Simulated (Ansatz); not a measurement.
TiAl (CsCl type, space group No. 221) under volume change, DFT-LDA in the program Ansatz with PAW potentials, scaled uniformly.

```
V (Å³/atom)  E − E(relaxed) (meV/atom)  P (GPa)
-----------  -------------------------  -------
13.877                            56.4    14.24
14.334                            23.8     8.77
14.792                             5.6     4.05
15.249                             0.0    -0.01
15.707                             5.1    -3.50
16.164                            19.6    -6.52
16.622                            42.0    -9.11
```

Q: What does a third-order Birch–Murnaghan fit give for V₀, B₀ and B′?

A: V₀ = 15.25 Å³/atom, B₀ = 125 GPa, B′ = 4.0.

Space group Pm-3m (CsCl type). The first step of the workflow began from a Materials Project structure, measured or hypothetical; the Crystallography Open Database copy checked does not list it. It is not the phase usual at ambient conditions (space group No. 123). The LDA relaxation kept the symmetry of its start. At this level the phase is mechanically unstable. No spin polarisation was allowed.

Potentials: the earlier of the program's two PAW sets. The files were generated under PBE; for other functionals the program regenerates the frozen cores, and for LDA and PBEsol the local potential too.
